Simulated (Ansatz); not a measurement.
The calculation used DFT PBE, scalar-relativistic, plane waves, PAW in Ansatz. Settings: cutoff 420 eV, Γ-centred meshes spaced at most about 0.3 Å⁻¹, and about 0.25 Å⁻¹ or finer for metals (2π included), Gaussian smearing. Collinear spin in cells that started with moments and kept them past the coarse steps, no spin elsewhere.

These are static total energies at zero pressure. All come from trial cells, and lower structures may exist.

Task: Which of these relaxed structures of Cs4Ti is the lowest in energy?
A.

```xyz
5
Lattice="7.3071 0.0000 0.0000 -3.6536 6.3281 0.0000 0.0000 0.0000 9.6201" Properties=species:S:1:pos:R:3 pbc="T T T"
Cs    0.0000    4.2188    7.4356
Cs    0.0000    4.2188    2.1845
Cs    3.6536    2.1094    2.1845
Cs    3.6536    2.1094    7.4356
Ti    0.0000    0.0000    0.0000
```

B.

```xyz
5
Lattice="7.7665 0.0000 0.0000 0.0000 7.7665 0.0000 0.0000 0.0000 7.7665" Properties=species:S:1:pos:R:3 pbc="T T T"
Cs    2.0954    2.0954    2.0954
Cs    5.6711    5.6711    2.0954
Cs    2.0954    5.6711    5.6711
Cs    5.6711    2.0954    5.6711
Ti    0.0000    0.0000    0.0000
```

C.

```xyz
5
Lattice="0.0000 6.6113 6.6113 6.6113 0.0000 6.6113 6.6113 6.6113 0.0000" Properties=species:S:1:pos:R:3 pbc="T T T"
Cs    1.6348    4.9765    4.9765
Cs    4.9765    1.6348    4.9765
Cs    4.9765    4.9765    1.6348
Cs    1.6348    1.6348    1.6348
Ti    9.9170    9.9170    9.9170
```

D.

```xyz
5
Lattice="7.7759 0.0000 0.0000 0.0000 7.7759 0.0000 0.0000 0.0000 7.7759" Properties=species:S:1:pos:R:3 pbc="T T T"
Cs    0.0000    3.8880    3.8880
Cs    3.8880    0.0000    3.8880
Cs    3.8880    3.8880    0.0000
Cs    0.0000    0.0000    0.0000
Ti    3.8880    3.8880    3.8880
```

Result: D. It has space group Pm-3m (No. 221); the next, B, with space group P-43m (No. 215), lies 118 meV/atom higher. Largest moments: D 2.6 μB, B 2.5 μB, A 2.7 μB, C 2.8 μB. Counting all near atoms (those within 1.25 times the shortest distance at each site; a plus sign parts nearer from farther groups; a slash parts the counts of unlike sites), the lowest has Cs 2/12+8, Ti 6 and the next has Cs 1, Ti 4. Even the lowest lies +0.72 eV/atom against the elements.

The magnetic state reached may not be the lowest. Cells relaxed within their symmetry can be saddle points. Some candidate types were left out of the draw beforehand, so a known form may be missing.
